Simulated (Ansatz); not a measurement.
A generated cell, in the space group of a known form (sites not compared), of ZrSi$_{2}$: Cmcm (No. 63), oS12; a = 3.704 Å, b = 14.792 Å, c = 3.679 Å, α = β = γ = 90.00°; Si 4c (0.000, 0.053, 0.250); Si 4c (0.000, 0.250, 0.750); Zr 4c (0.000, 0.395, 0.250). Method: PBE (plane waves to 420 eV, PAW, scalar-relativistic; Ansatz, a first-principles code). Element references, the lowest calculated here: Zr (P6₃/mmc), Si (Fd-3m).

Total energies (eV/atom, σ → 0; comparable only within this code, potentials and settings):

| phase | E (eV/atom) |
|---|---|
| ZrSi2 (Cmcm) | -1819.150 |
| Zr (P6₃/mmc) | -4183.836 |
| Si (Fd-3m) | -635.810 |

### Question
What is the formation energy of this Cmcm form of ZrSi2 from the elements?

### Answer
E_f = -1819.150 − [1 × (-4183.836) + 2 × (-635.810)] / 3 = -0.67 eV/atom (-2.0 eV per formula unit).

A lower structure of this composition may exist.

Static energies, no anion corrections, no zero-point energy. Values are rounded to 0.01 eV/atom. Not shown to be the ambient phase of their composition (a lower form may be missing, and a cell relaxed within its start's symmetry can be a saddle point): ZrSi2 (Cmcm). The compounds carry no spin polarisation.
